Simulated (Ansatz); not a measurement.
ZnCu$_{2}$SnS$_{4}$ (kesterite type, space group I-4)

```yaml
crystal:
  lattice:
    - [-2.73416, 2.73416, 5.46742]
    - [2.73416, -2.73416, 5.46742]
    - [2.73416, 2.73416, -5.46742]
  atoms:
    - { symbol: Cu, position: [0.00000, 0.00000, 0.00000] }
    - { symbol: Cu, position: [0.75000, 0.25000, 0.50000] }
    - { symbol: Zn, position: [0.25000, 0.75000, 0.50000] }
    - { symbol: Sn, position: [0.50000, 0.50000, 0.00000] }
    - { symbol: S, position: [0.63688, 0.62894, 0.52462] }
    - { symbol: S, position: [0.10432, 0.11226, 0.47538] }
    - { symbol: S, position: [0.37106, 0.89568, 0.00794] }
    - { symbol: S, position: [0.88774, 0.36312, 0.99206] }
```

E(V) scan at fixed shape, V₀ the volume above. The atoms relax within the cell's symmetry.

Level of theory: PBE (plane waves to 420 eV, PAW, scalar-relativistic; Ansatz, a quantum-chemistry and plane-wave program). k mesh 9×9×9 (Γ-centred), Fermi-Dirac smearing 0.05 eV. E stands for the smeared free energy. Stress and pressure are positive under compression. With the shape held, the modulus is that of even scaling; a crystal free to change shape is softer. At this level the bands of ZnCu2SnS4 touch or barely overlap; measurements give the solid a gap. ZnCu2SnS4 is run without spin polarisation. ZnCu2SnS4 was relaxed with its symmetry unable to fall. ΔE is measured from the relaxed starting cell. The last digit holds for this mesh only.

```tsv
V (Å³/atom)	ΔE (meV/atom)
19.210	17.6
19.414	withheld
19.619	7.5
19.823	4.1
20.028	1.8
20.232	0.4
20.436	0.0
20.641	0.4
20.845	1.7
21.049	3.7
21.254	6.4
21.458	9.9
21.662	13.9
```

Fit a third-order Birch-Murnaghan form (E₀, V₀, B₀, B₀′ free) to the given rows and predict ΔE at V = 19.414.

Least squares on the 12 given rows: ΔE = E₀ + (9V₀B₀/16)·y²·[2 + (B₀′ − 4)y], y = (V₀/V)^(2/3) − 1, with V₀ = 20.434 Å³/atom, B₀ = 67.99 GPa (160.2 GPa = 1 eV/Å³; the term in eV is multiplied by 1000), B₀′ = 5.00, E₀ = -0.01 meV/atom; root-mean-square residual 0.02 meV/atom. At 19.414 the fit gives 12.0 meV/atom; the calculation gives 11.9 meV/atom, so the interpolation is off by 0.1 (+0.8 %). For the pressure the fit gives 4.0 GPa against the computed 3.9 GPa.

(A scan under strain: stresses follow from slopes of the energy per volume, elastic moduli from its curvatures.)
